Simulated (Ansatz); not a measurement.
What DFT gives for PIr2

```yaml
crystal:
  lattice:
    - [0.00000, 2.78245, 2.78245]
    - [2.78245, 0.00000, 2.78245]
    - [2.78245, 2.78245, 0.00000]
  atoms:
    - { symbol: Ir, position: [0.25000, 0.25000, 0.25000] }
    - { symbol: Ir, position: [0.75000, 0.75000, 0.75000] }
    - { symbol: P, position: [0.00000, 0.00000, 0.00000] }
```

Level: r2SCAN, no spin polarisation; 500 eV; 10×10×10 Γ-centred mesh; fermi-dirac occupations (width 0.0854 eV); Ansatz 0.2.0, fixed geometry.

Is the cell too large or too small?

The pressure is -2.7 GPa (compression positive), so with the atoms held at these fractions the cell would first shrink.

Is it stable against the elements?

-0.47 eV an atom against the elements' usual phases (free molecules for gases, crystals otherwise, with no correction for O₂ or N₂), so it is bound against them; other compounds may still compete. Relaxing would lower it.

What happens at the Fermi level?

It is a metal, with about 0.89 states/eV a cell as the mean within 0.25 eV of the Fermi level, mostly Ir d (71 %) and P p (12 %).

How is the charge shared?

Bader charges in e: P +0.32, Ir -0.16. In the mean P gives up most and Ir takes most.

Origin: a database entry at a rescaled volume.
